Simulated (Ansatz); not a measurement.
## ScPt: moving Sc off its site

ScPt, Pm-3m, a = 3.270 Å (as given, not relaxed at this level: 2.1 GPa). The structure is a COD entry; whether it is the stable form wasn't checked. Ansatz: r2SCAN, PAW, 500 eV, Γ-centred 14×14×14 mesh on 2 atoms, Gaussian smearing 0.15 eV; no spin polarisation.

```xyz
2
Lattice="3.2700 0.0000 0.0000 0.0000 3.2700 0.0000 0.0000 0.0000 3.2700" Properties=species:S:1:pos:R:3 pbc="T T T"
Sc    1.6350    1.6350    1.6350
Pt    0.0000    0.0000    0.0000
```

Atom 1 (Sc) moves by x along the unit vector (-1.000, 0.000, 0.000), with its periodic images; all else is held. y is the free energy of the cell over the start, F the force along the path summed over the moved atoms. Symmetry makes y even in x.

| x (Å) | y (meV) | F (eV/Å) |
| --- | --- | --- |
| -0.200 | ? | ? |
| -0.100 | 18.7 | 0.38 |
| 0.000 | 0.0 | 0.00 |
| 0.025 | 1.2 | -0.09 |
| 0.050 | 4.6 | -0.19 |
| 0.075 | 10.5 | -0.28 |
| 0.125 | 29.3 | -0.47 |
| 0.150 | 42.4 | -0.57 |
| 0.175 | 58.1 | -0.68 |

Q: Fit y = c2 x² + c4 x⁴ to the energies of the other rows, give the force constant, and predict energy and force of the missing row.

A: Least squares on the rows shown. y = 1854 x² + 1402 x⁴. The force constant is 2 c2 = 3.71 eV/Å², for the cell as given, at 2.1 GPa (for all images moving together, not for a lone atom). With two atoms in a cubic cell this is the optical mode at Γ (in a metal it hangs on mesh and smearing): ω = 521.5 √(2 c2/μ) = 166 cm⁻¹ for μ = 36.54 u. The force −dy/dx at the missing row is 0.79 eV/Å (computed 0.78). At x = -0.200 the fit asked for gives 76.4 meV. The run gave 76.4 meV, the same to the digits shown.

Spin–orbit coupling is left out, which can shift energies with elements as heavy as these.